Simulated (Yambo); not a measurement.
# How GW settings move the gap: MgS

G0W0@PBE for MgS (rock salt, space group Fm-3m, No. 225) in Yambo. Reference settings: 6×6×6 Γ-centred k mesh, bands 5 to 80 and a 10 Ry block in the screening, 80 bands in G with the Bruneval-Gonze terminator, plasmon pole fitted at 27.2 eV. The PBE gap Γ → X on this mesh is 2.78 eV; G0W0 gaps are taken between the same points.

```csv
change from the reference,G0W0 gap Γ → X (eV),shift of the valence edge (eV),rough Yambo cost
reference settings,4.47,-1.09,1
"27 bands in W, 27 bands in G",4.41,-0.80,about 1/3
49 bands in G,4.47,-1.09,–
36 bands in W,4.42,-0.92,within a factor of two
2 Ry block,4.12,-0.67,within a factor of two
pole fitted at 15 eV,4.45,-1.01,–
no random integration,4.43,-0.93,–
"27 bands in G, no terminator",4.26,-0.57,–
"49 bands in G, no terminator",4.36,-0.86,–
```

The reference isn't shown to be the converged limit. Costs are rough (shared machines), scaled to the same edge states, and given only for runs that recompute the screening.

Geometry of the Materials Project entry, not relaxed at this level; primitive cell a = b = c = 3.683 Å, α = β = γ = 60.00°.

A shift is the quasiparticle energy of the state minus its PBE energy.
